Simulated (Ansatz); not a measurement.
## Computed frozen-phonon scan: Sb (space group R-3m)

Starting cell, Sb (space group R-3m):

```
Sb
1.0
    4.29346     2.47883     7.30554
    0.00000     2.47883     7.30554
    0.00000    -2.47883     3.65277
Sb
4
Direct
  0.00000   0.26390   0.26390
  0.50000   0.26390   0.26390
  0.00000   0.73610   0.73610
  0.50000   0.73610   0.73610
```

A phonon eigenvector at F = (0.5, 0.5, 0.0) is frozen into this cell: atom i moves by Q times the vector below, so Q is the largest atomic displacement, in Å. The cell is held. (q is in reciprocal vectors of the primitive cell; the cell shown is doubled to hold the pattern.)

```
atom      x       y       z
----  -----  ------  ------
Sb1   0.000   0.603  -0.798
Sb2   0.000  -0.603   0.798
Sb3   0.000   0.603  -0.798
Sb4   0.000  -0.603   0.798
```

Calculation: LDA (plane waves to 420 eV, PAW, scalar-relativistic; Ansatz, a quantum-chemistry and plane-wave program). k mesh 13×13×13 (Γ-centred), Fermi-Dirac smearing 0.05 eV. Energies are smeared free energies. Stress and pressure are positive under compression. With partly filled bands, energies and forces of such displacements shift with the k mesh and the smearing. Sb was relaxed with its symmetry unable to fall. Spin-orbit coupling is left out, though Sb is heavy. The zero of ΔE is the undisplaced structure.

| Q (Å) | ΔE (meV/cell) | −dE/dQ from forces (eV/Å) | P (GPa) |
|---|---|---|---|
| -0.280 | 1147 | 8.501 | 6.9 |
| -0.233 | 794 | 6.708 | 4.8 |
| -0.187 | 515 | 5.304 | 3.0 |
| -0.140 | 297 | 4.062 | 1.6 |
| -0.093 | 136 | 2.825 | 0.7 |
| -0.047 | 35 | 1.477 | 0.2 |
| 0.000 | 0 | 0.000 | 0.0 |
| 0.047 | 35 | -1.477 | 0.2 |
| 0.093 | 136 | -2.825 | 0.7 |
| 0.140 | 297 | -4.062 | 1.6 |
| 0.187 | 515 | -5.304 | 3.0 |
| 0.233 | 794 | -6.708 | 4.8 |
| 0.280 | 1147 | -8.501 | 6.9 |

Derived quantities:

Energy at Q = 0.280 Å: 1147 meV/cell
Space group of the distorted cell: P2_1/m (No. 11), lowered from R-3m
Symmetry of the curve: even: the same for both signs
Shape of the curve: a single well with its minimum at or next to zero displacement
Harmonic wavenumber from the curvature (finite differences): 134 cm⁻¹
Wavenumber by perturbation theory (DFPT, on another k mesh): 136 cm⁻¹

The 13 points together took about 27 core-minutes (a rough figure).

(A displaced cell: forces are minus the slopes of the energy, force constants its curvatures, and phonons follow from these.)
